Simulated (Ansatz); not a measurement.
Data:

CuAu:
```cif
data_AuCu
_chemical_formula_sum 'Au1 Cu1'
_space_group_name_H-M_alt 'P4/mmm'
_space_group_IT_number 123
_space_group_name_Hall '-P 4 2'
_cell_length_a 2.87722
_cell_length_b 2.87722
_cell_length_c 3.62434
_cell_angle_alpha 90.000
_cell_angle_beta 90.000
_cell_angle_gamma 90.000
loop_
_atom_site_label
_atom_site_type_symbol
_atom_site_symmetry_multiplicity
_atom_site_Wyckoff_symbol
_atom_site_fract_x
_atom_site_fract_y
_atom_site_fract_z
_atom_site_occupancy
Au1 Au 1 a 0.00000 0.00000 0.00000 1
Cu1 Cu 1 d 0.50000 0.50000 0.50000 1
```

This is the PBE-relaxed structure.

Q: All from PBE (plane waves, PAW; program Ansatz), unless another level is named. Give the bulk modulus (Birch–Murnaghan fit).

A: 141 GPa.

Q: And the highest zone-centre frequency?

A: 185 cm⁻¹.

The cell was relaxed with PBE under the symmetry of its start; of distortions, only those at the zone centre were tested. The run is not spin-polarised. As this level gives no gap, phonon frequencies hold no LO–TO term and depend on the k-mesh and smearing (Fermi–Dirac, 0.1 eV here). Scalar-relativistic: spin–orbit coupling is off unless named, which matters more the heavier the elements.

Potentials: the later of the program's two PAW sets.
